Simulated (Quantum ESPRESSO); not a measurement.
pw.x input (Quantum ESPRESSO 7.5; LDA, PseudoDojo standard norm-conserving files, scalar-relativistic):

```
&CONTROL
  calculation = 'scf'
  pseudo_dir = './pseudo'
  outdir = './out'
  tprnfor = .true.
  tstress = .true.
/
&SYSTEM
  ibrav = 0
  nat = 2
  ntyp = 2
  ecutwfc = 74.0
  ecutrho = 296.0
  occupations = 'smearing'
  smearing = 'fd'
  degauss = 0.002
  nbnd = 9
/
&ELECTRONS
  conv_thr = 2e-10
/
ATOMIC_SPECIES
Li 6.9400 Li.upf
Cl 35.4500 Cl.upf
CELL_PARAMETERS angstrom
  0.000000000000   2.482176029000   2.482176029000
  2.482176029000   0.000000000000   2.482176029000
  2.482176029000   2.482176029000   0.000000000000
ATOMIC_POSITIONS crystal
Li   0.000000000000   0.000000000000   0.000000000000
Cl   0.500000000000   0.500000000000   0.500000000000
K_POINTS automatic
10 10 10 0 0 0
```

End of the output:

```
     total energy              =     -47.30919670 Ry
     estimated scf accuracy    <       0.00000073 Ry
     total energy              =     -47.30919702 Ry
     estimated scf accuracy    <       0.00000006 Ry
     total energy              =     -47.30919704 Ry
     estimated scf accuracy    <          3.6E-10 Ry
[...]
     the Fermi energy is     6.3677 ev
!    total energy              =     -47.30919704 Ry
     estimated scf accuracy    <          1.5E-11 Ry
     smearing contrib. (-TS)   =       0.00000000 Ry
     internal energy E=F+TS    =     -47.30919704 Ry
     The total energy is F=E-TS. E is the sum of the following terms:
     one-electron contribution =      -8.87190651 Ry
     hartree contribution      =       6.99844362 Ry
     xc contribution           =     -12.21092324 Ry
     ewald contribution        =     -33.22481091 Ry
     convergence has been achieved in   7 iterations
     Forces acting on atoms (cartesian axes, Ry/au):
     atom    1 type  1   force =     0.00000000    0.00000000    0.00000000
     atom    2 type  2   force =     0.00000000    0.00000000    0.00000000
     Total force =     0.000000     Total SCF correction =     0.000000
     Computing stress (Cartesian axis) and pressure
          total   stress  (Ry/bohr**3)                   (kbar)     P=       -0.11
  -0.00000075   0.00000000   0.00000000           -0.11        0.00        0.00
   0.00000000  -0.00000075  -0.00000000            0.00       -0.11       -0.00
  -0.00000000   0.00000000  -0.00000075           -0.00        0.00       -0.11
```
In a gapped system the printed Fermi energy is only some level inside the gap.

Geometry relaxed with LDA.
